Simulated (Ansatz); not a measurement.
YPd₂O₄:
```
YPd2O4
1.0
   -2.87266     2.87266     5.00307
    2.87266    -2.87266     5.00307
    2.87266     2.87266    -5.00307
Y Pd O
2 4 8
Direct
  0.75000   0.25000   0.50000
  0.00000   0.00000   0.00000
  0.87500   0.62500   0.25000
  0.37500   0.62500   0.25000
  0.37500   0.62500   0.75000
  0.37500   0.12500   0.75000
  0.35349   0.38799   0.34595
  0.13799   0.29204   0.53450
  0.04204   0.00754   0.65405
  0.75754   0.60349   0.46550
  0.39651   0.86201   0.15405
  0.61201   0.95796   0.96550
  0.70796   0.24246   0.84595
  0.99246   0.64651   0.03450
```

Relaxed with r²SCAN. Special points in fractions of this cell's reciprocal vectors: Γ (0.000, 0.000, 0.000); X (0.000, 0.000, 0.500); P (0.250, 0.250, 0.250); N (0.000, 0.500, 0.000); M (0.500, 0.500, -0.500); S (0.332, 0.668, -0.332); S0 (-0.332, 0.332, 0.332); R (-0.165, 0.165, 0.500); G (0.500, 0.500, -0.165).

### Question
List the band energies nearest the Fermi level at these points for plane-wave PAW r²SCAN (Ansatz code).

### Answer
In eV from the Fermi level; about four levels below and three above (degenerate sets whole), none deeper than 8.9 eV; points with the same levels are listed once.

```
k                    below                above
-  -----------------------  -------------------
Γ  -0.98 -0.42 -0.24 -0.24       0.56 0.56 1.87
X  -0.60 -0.60 -0.15 -0.15  2.40 2.40 2.75 2.75
P  -0.42 -0.42 -0.23 -0.23  2.39 2.39 2.76 2.76
N  -0.72 -0.64 -0.50 -0.06       0.43 2.22 2.43
M  -0.84 -0.84 -0.55 -0.55  0.52 0.52 2.29 2.29
S  -0.76 -0.56 -0.36 -0.15       0.45 2.29 2.44
R  -0.53 -0.34 -0.25 -0.13       2.42 2.43 2.57
```

Space group I4_1/a. The workflow started from a Materials Project entry (that database holds measured and hypothetical structures alike); the Crystallography Open Database copy checked does not list it. Its standing as an ambient phase is unchecked. The cell was relaxed with r²SCAN under the symmetry of its start; whether a distortion lowers the energy is not shown. No spin polarisation was allowed. Scalar-relativistic: spin–orbit coupling is off unless named, which matters more the heavier the elements.

Potentials: the later of the program's two PAW sets.
